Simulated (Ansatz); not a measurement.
MgO (rock salt), conventional cell a = b = c = 4.2544 Å, α = β = γ = 90.00°. The calculation uses the primitive cell of 2 atoms, to which meshes and values per cell refer.

E(V) scan at fixed shape, V₀ the volume above. Symmetry pins the atoms to their sites.

All values below come from PBE (plane waves to 420 eV, PAW, scalar-relativistic; Ansatz, a quantum-chemistry and plane-wave program). k mesh 13×13×13 (Γ-centred), Fermi-Dirac smearing 0.05 eV. Energies are smeared free energies. MgO was relaxed with its symmetry unable to fall. The PAW data are Ansatz's earlier set. The zero of ΔE is the relaxed starting cell.

### Question
Predict the ΔE (meV/atom) at V/V₀ = 0.952, 0.964, 0.976, 1.012, 1.024, 1.036.

### Answer
| V/V₀ | ΔE (meV/atom) |
|---|---|
| 0.952 | 11.2 |
| 0.964 | 6.2 |
| 0.976 | 2.7 |
| 1.012 | 0.6 |
| 1.024 | 2.5 |
| 1.036 | 5.5 |

(Under strain, the slope of the energy per volume gives the stress and its curvature an elastic modulus.)
